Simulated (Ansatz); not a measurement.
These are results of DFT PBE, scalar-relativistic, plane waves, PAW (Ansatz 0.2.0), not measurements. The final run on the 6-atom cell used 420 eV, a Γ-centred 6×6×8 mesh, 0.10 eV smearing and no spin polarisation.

Formation energies are uncorrected and refer to the elements' standard structures at the same level.

Problem. Suggest a trial structure for a hexagonal metal made of Ba, Cd and Te, with a formation energy near −0.27 eV/atom and about 34 Å³ per atom, in a cell of 6 atoms.

Solution. BaCd₂Te₃, space group P6/mmm (No. 191). Around Ba lie 6 Cd at 3.80 Å and 12 Te at 4.26 Å; Cd has 6 Te at 3.30 Å, 3 Ba at 3.80 Å and 3 Cd at 3.80 Å; around Te lie 4 Te at 3.29 Å, 4 Cd at 3.30 Å and 4 Ba at 4.26 Å.

```
Ba Cd Te
1.0
     6.57492    0.00000    0.00000
    -3.28746    5.69405    0.00000
     0.00000    0.00000    5.40513
Ba Cd Te
1 2 3
Direct
  0.00000 0.00000 0.00000
  0.66667 0.33333 0.00000
  0.33333 0.66667 0.00000
  0.50000 0.50000 0.50000
  0.50000 0.00000 0.50000
  0.00000 0.50000 0.50000
```

The volume per atom is 33.73 Å³. The density is 6.11 g/cm³, the formation energy is −0.27 eV/atom and the gap on the 6×6×8 mesh of the 6-atom cell is 0 eV (a metal).

The structure comes from a generated guess, relaxed at this level; another structure or a mixture of phases may lie lower. The answer needn't be unique; the calculation gave this one.

Spin–orbit coupling, which can matter for Te, is left out. The reference form of Te is held partly by dispersion forces, which this level lacks. A structure relaxed within its symmetry needn't be a true minimum.
